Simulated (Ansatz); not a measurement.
CdI2 (CdI2 type)

```yaml
crystal:
  lattice:
    - [4.24228, 0.00000, 0.00000]
    - [-2.12114, 3.67393, 0.00000]
    - [0.00000, 0.00000, 6.82527]
  atoms:
    - { symbol: Cd, position: [0.00000, 0.00000, 0.00000] }
    - { symbol: I, position: [0.33333, 0.66667, 0.25350] }
    - { symbol: I, position: [0.66667, 0.33333, 0.74650] }
```

This relaxed cell (volume V₀) is scaled evenly in all directions, its shape held. The atoms relax within the cell's symmetry.

Computed with PBE-D3(BJ) (plane waves to 420 eV, PAW, scalar-relativistic; Ansatz, a quantum-chemistry and plane-wave program). k mesh 9×9×5 (Γ-centred), Fermi-Dirac smearing 0.05 eV. The energy includes the smearing's −TS. CdI2 was relaxed with its symmetry unable to fall. Spin-orbit coupling is left out, though I is heavy. The PAW data are Ansatz's earlier set. ΔE is measured from the relaxed starting cell.

Task: Give the computed ΔE (meV/atom) at V/V₀ = 0.880, 0.920, 1.040, 1.120, 1.160.

Result: 
```tsv
V/V₀	ΔE (meV/atom)
0.880	41.0
0.920	16.4
1.040	3.1
1.120	23.2
1.160	38.1
```

(A scan under strain: stresses follow from slopes of the energy per volume, elastic moduli from its curvatures.)
